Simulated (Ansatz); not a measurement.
TiRh (space group P4/mmm)

```yaml
crystal:
  lattice:
    - [2.89432, 0.00000, 0.00000]
    - [0.00000, 2.89432, 0.00000]
    - [0.00000, 0.00000, 3.35624]
  atoms:
    - { symbol: Ti, position: [0.50000, 0.50000, 0.50000] }
    - { symbol: Rh, position: [0.00000, 0.00000, 0.00000] }
```

The slice is a (001) plane (indices of the conventional cell) through the point (0.000, 0.000, 0.000) (fractional), spanned by u = [100] and v = [010] in vectors of this cell: u (2.89 Å) and v (2.89 Å, at 90° to u). It covers one period; positions are fractions (u, v).

These are LDA (plane waves to 420 eV, PAW, scalar-relativistic; Ansatz, a first-principles code) values and carry that method's errors. k mesh 16×16×14. Near the nuclei the fields are pseudised (PAW); where an atom keeps semicore shells as valence, they peak there. TiRh is run without spin polarisation. TiRh was relaxed with its symmetry unable to fall.

Question: What is the valence density on the shortest Rh–Rh line in this plane (2.89 Å), at its midpoint?

Answer: 0.31 e/Å³.

Question: What is the ELF at the midpoint of the shortest Rh–Rh line in this plane (2.89 Å)?

Answer: 0.34.

Question: Sketch the electron localisation function (ELF) on this plane as a map.

Answer: 
```
|xxxxx852000222000258xxxx|
|xxxx97520002220002579xxx|
|xxx9874200122210024789xx|
|xx987531001222100135789x|
|887754210122322101245778|
|555432101122322110123455|
|222211011222322211011222|
|000000111222222211100000|
|000001122222222222110000|
|000112222222222222221100|
|122222222221112222222222|
|222223332221112223332222|
|122222222221112222222222|
|000112222222222222221100|
|000001122222222222110000|
|000000111222222211100000|
|222211011222322211011222|
|555432101122322110123455|
|887754210122322101245778|
|xx987531001222100135789x|
|xxx9874200122210024789xx|
|xxxx97520002220002579xxx|
|xxxxx852000222000258xxxx|
|xxxxx852000121000258xxxx|
```
Scale: ten equal steps from 0.21 (start of '0') to 0.73 (end of '9'), in the order '0123456789'. Values: electron localisation function (ELF). The map has 24 points along u (one character each, u = 0 at the left) and 24 along v (v = 0 in the bottom row). Points within 0.5 Å of a nucleus are blanked (x), as the pseudised field means little there.
